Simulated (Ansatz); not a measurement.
NbTe2:
Space group C2/m (No. 12); a = 14.344 Å, b = 3.585 Å, c = 9.193 Å, α = γ = 90.00°, β = 109.79°

```json
[
 {"atom": "Nb", "site": "2a", "symmetry": "2/m", "x": "0.0000", "y": "0.0000", "z": "0.0000"},
 {"atom": "Nb", "site": "4i", "symmetry": "m", "x": "0.1367", "y": "0.5000", "z": "0.2877"},
 {"atom": "Te", "site": "4i", "symmetry": "m", "x": "0.1512", "y": "0.5000", "z": "0.0077"},
 {"atom": "Te", "site": "4i", "symmetry": "m", "x": "0.2974", "y": "0.0000", "z": "0.3810"},
 {"atom": "Te", "site": "4i", "symmetry": "m", "x": "0.0003", "y": "0.0000", "z": "0.3101"}
]
```
(The calculation used a cell of 9 atoms; values per cell refer to that cell.)

Relaxed at zero pressure with LDA (plane waves, PAW; program Ansatz).

Problem. The volume is lowered by 3 % and shape and atoms relax at that volume. What pressure results, and how do the axes share the change?

Solution. 1.7 GPa; a -1.5 %, b -0.6 %, c -1.3 %; the energy rises by 4 meV/atom.

Problem. Give the new structure.

Solution. 
Space group C2/m (No. 12); a = 14.132 Å, b = 3.563 Å, c = 9.073 Å, α = 90.00°, β = 109.21°, γ = 90.00°

```json
[
 {"atom": "Nb", "site": "2a", "symmetry": "2/m", "x": "0.0000", "y": "0.0000", "z": "0.0000"},
 {"atom": "Nb", "site": "4i", "symmetry": "m", "x": "0.1367", "y": "0.5000", "z": "0.2879"},
 {"atom": "Te", "site": "4i", "symmetry": "m", "x": "0.1526", "y": "0.5000", "z": "0.0053"},
 {"atom": "Te", "site": "4i", "symmetry": "m", "x": "0.2987", "y": "0.0000", "z": "0.3794"},
 {"atom": "Te", "site": "4i", "symmetry": "m", "x": "0.0013", "y": "0.0000", "z": "0.6878"}
]
```

The phase is kept; no other phase was compared at this pressure.

The workflow started from a Materials Project entry (that database holds measured and hypothetical structures alike); the Crystallography Open Database files this formula in space group No. 12, but the cells were not matched. Whether it is the stable phase at ambient conditions was not checked. Symmetry was held in the LDA relaxation; its stability against distortions is not shown here. No spin polarisation was allowed. A crystal of weakly bound layers computed without a dispersion correction: the cell and the soft elastic constants depend strongly on that. Scalar-relativistic: spin–orbit coupling is off unless named, which matters more the heavier the elements.

Potentials: the later of the program's two PAW sets.
